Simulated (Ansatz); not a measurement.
TlSnCl3 in the cubic perovskite structure was relaxed with 4 functionals in the plane-wave code Ansatz, cell and atoms free, the symmetry of the start kept (meshes: PBE 6×6×6, r2SCAN 4×4×4, PBEsol 4×4×4, LDA 4×4×4). These are computed values for a spin-unpolarised cell that may be hypothetical; none is a measurement.

The r2SCAN result:
```xyz
5
Lattice="5.5174 0.0000 0.0000 0.0000 5.5174 0.0000 0.0000 0.0000 5.5174" Properties=species:S:1:pos:R:3 pbc="T T T"
Tl    0.0000    0.0000    0.0000
Sn    2.7587    2.7587    2.7587
Cl    2.7587    2.7587    0.0000
Cl    2.7587    0.0000    2.7587
Cl    0.0000    2.7587    2.7587
```

It is cubic, Pm-3m (No. 221); a = 5.517 Å in the conventional setting, 33.59 Å³ an atom. Around Tl lie 12 Cl at 3.90 Å; around Sn lie 6 Cl at 2.76 Å; around Cl lie 2 Sn at 2.76 Å and 4 Tl at 3.90 Å.

**Question.** Order the functionals by the relaxed volume, smallest first.
A. r2SCAN
B. PBE
C. PBEsol
D. LDA

**Answer.** D (30.82 Å³/atom), C (32.72 Å³/atom), A (33.59 Å³/atom), B (34.69 Å³/atom).

**Question.** What lattice does PBEsol give?

**Answer.** a = 5.469 Å; the volume differs by -2.6 % from r2SCAN's. Around Tl lie 12 Cl at 3.87 Å; around Sn lie 6 Cl at 2.73 Å; around Cl lie 2 Sn at 2.73 Å and 4 Tl at 3.87 Å.

**Question.** How does the cell change with LDA?

**Answer.** a = 5.361 Å; the volume differs by -8.3 % from r2SCAN's. Tl has 12 Cl at 3.79 Å; Sn has 6 Cl at 2.68 Å; Cl has 2 Sn at 2.68 Å and 4 Tl at 3.79 Å.

**Question.** Held at the r2SCAN cell, what mean stress do LDA and PBE find, and does its sign point to their own minimum?

**Answer.** Yes. LDA -2.19 GPa, and its relaxed volume is -8.3 % from r2SCAN's; PBE +0.82 GPa, and its relaxed volume is +3.3 % from r2SCAN's. Compression counts positive, so a positive stress asks for a larger cell.

The cell is metallic with LDA, and these meshes limit the relaxed cells of a metal.
